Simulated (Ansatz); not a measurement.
A geometry of Bi away from equilibrium: the start of the relaxation of a relaxed Bi cell with every coordinate shifted by Gaussian noise of σ = 0.2 Å. These are PBE (plane waves to 420 eV, PAW, scalar-relativistic; Ansatz, an electronic-structure program) values and carry that method's errors. Γ-centred k-mesh 9×9×9 on the run's cell (coarser than for final values), Fermi–Dirac smearing 0.05 eV.

```xyz
2
Lattice="2.2912 1.3228 4.0583 -2.2912 1.3228 4.0583 0.0000 -2.6456 4.0583" Properties=species:S:1:pos:R:3 pbc="T T T"
Bi     0.1798    -0.0261     2.6944
Bi    -0.1942     0.2903     9.5699
```

Which atoms carry the largest force, and which way does it point?

3.83 eV/Å, on Bi1, Bi2 (atoms numbered as listed); on Bi1 its components are (-1.28, 1.99, 3.02).

What is the pressure?

+8.5 GPa, compression positive.

How far above the relaxed end point is this geometry?

0.50 eV/atom; the path ends in R-3m (No. 166) (AFLOW prototype A_hR2_166_c (A7, as in As)).

No spin polarisation in the result.

The run could not lose the symmetry of its start.
